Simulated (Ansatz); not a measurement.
Input:

GeMo:
```
GeMo
1.0
    3.20823     0.00000     0.00000
   -1.60412     2.77841     0.00000
    0.00000     0.00000     3.60282
Mo Ge
1 1
Cartesian
  0.00000   0.00000   0.00000
  1.60412   0.92614   1.80141
```

This is the PBE-relaxed structure.

Task: All from PBE (plane waves, PAW; program Ansatz), unless another level is named. Give the electronic character.

Result: metallic (no gap).

Task: Predict the density of states at the Fermi level.

Result: 0.37 states/eV per atom (mean over ±0.08 eV).

Task: And the formation energy from the elements (no fitted shifts)?

Result: -5.1 kJ/mol of atoms.

Space group P-6m2. A made-up cell: these elements were put on the sites of a structure type; neither database checked (COD, Materials Project) lists it. Whether it is the stable phase at ambient conditions was not checked. The PBE relaxation kept the symmetry of its start; whether a distortion lowers the energy is not shown. No spin polarisation was allowed. The references are the lowest solids computed at this level, not always the standard phases. Scalar-relativistic: spin–orbit coupling is off unless named, which matters more the heavier the elements.

Potentials: the later of the program's two PAW sets.
